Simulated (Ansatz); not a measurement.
A distorted cell of NiSi₂ (fluorite type, space group Fm-3m):

```
CELL_PARAMETERS angstrom
      0.00000     2.72203     2.72203
      2.72203     0.00000     2.72203
      2.72203     2.72203     0.00000
ATOMIC_POSITIONS crystal
  Ni 0.00000 0.00000 0.00000
  Si 0.22964 0.22964 0.22964
  Si 0.75000 0.75000 0.75000
```

Computed with PBE (plane waves to 420 eV, PAW, scalar-relativistic; Ansatz, an electronic-structure program). k mesh 12×12×12 (Γ-centred), Fermi-Dirac smearing 0.05 eV. The energy includes the smearing's −TS. Compression counts positive. With partly filled bands, energies and forces of such displacements shift with the k mesh and the smearing. NiSi2 is run without spin polarisation. NiSi2 was relaxed with its symmetry unable to fall. The PAW data are Ansatz's earlier set.

Question: Predict the force on every atom, in eV/Å.

Answer: 
```csv
atom,Fx,Fy,Fz
Ni1,-0.775,-0.775,-0.775
Si2,1.058,1.058,1.058
Si3,-0.283,-0.283,-0.283
```

Question: Give the stress tensor in GPa and the pressure.

Answer: 
```
    2.1      4.2      4.2
    4.2      2.1      4.2
    4.2      4.2      2.1
```
The pressure, a third of the trace, is 2.1 GPa.

Question: In it atom 2 sits (-0.111, -0.111, -0.111) Å away from its relaxed site. What is its energy relative to the relaxed cell?

Answer: 160 meV/cell.

(For displaced atoms, the force is minus the slope of the energy, and its curvature is a force constant, which sets phonon frequencies.)
